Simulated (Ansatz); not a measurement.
Interlayer sliding in a free bilayer taken from bulk MoTe$_{2}$ (2H-MoS2 type, space group P6_3/mmc): the upper half of the atoms below is shifted in the plane.

```xyz
6
Lattice="3.5419 0.0000 0.0000 1.7710 3.0674 0.0000 0.0000 0.0000 25.6798" Properties=species:S:1:pos:R:3 pbc="T T T"
Te     3.5419     2.0449     7.4969
Mo     1.7710     1.0225     9.2894
Te     3.5419     2.0449    11.0846
Te     1.7710     1.0225    14.5952
Mo     3.5419     2.0449    16.3905
Te     1.7710     1.0225    18.1829
```

In-plane vectors a = (3.542, 0.000) Å, b = (1.771, 3.067) Å, area 10.86 Å². The shift is s times the vector a + b (length 6.135 Å), so s = 1 restores the start. Atoms relax along the normal only. γ = [E(shift) − E(0)] / area.

Computed with r2SCAN+rVV10 (plane waves to 500 eV, PAW, scalar-relativistic; Ansatz, an electronic-structure program). k mesh 11×11×1 (Γ-centred), Fermi-Dirac smearing 0.05 eV. Forces were relaxed to 0.02 eV/Å only, which leaves the soft interlayer gap uncertain by some hundredths of an Å. MoTe2 is run without spin polarisation. MoTe2 was relaxed with its symmetry unable to fall. Spin-orbit coupling is left out, though Te is heavy. The PAW data are Ansatz's earlier set. 

| shift (Å) | gap between the layers (Å) |
|---|---|
| 0.000 | ? |
| 0.511 | ? |
| 1.022 | 3.93 |
| 1.534 | 4.13 |
| 2.045 | 4.20 |
| 2.556 | 4.14 |
| 3.067 | 3.97 |
| 3.579 | 3.80 |
| 4.090 | ? |
| 4.601 | 3.73 |
| 5.112 | 3.69 |
| 5.624 | ? |

Task: What belongs in the gaps?

Result: 
- 0.000, gap between the layers (Å): 3.51
- 0.511, gap between the layers (Å): 3.64
- 4.090, gap between the layers (Å): 3.64
- 5.624, gap between the layers (Å): 3.63

(The slope of γ gives the shear force per area between the displaced halves; near zero shift its curvature is an elastic stiffness.)
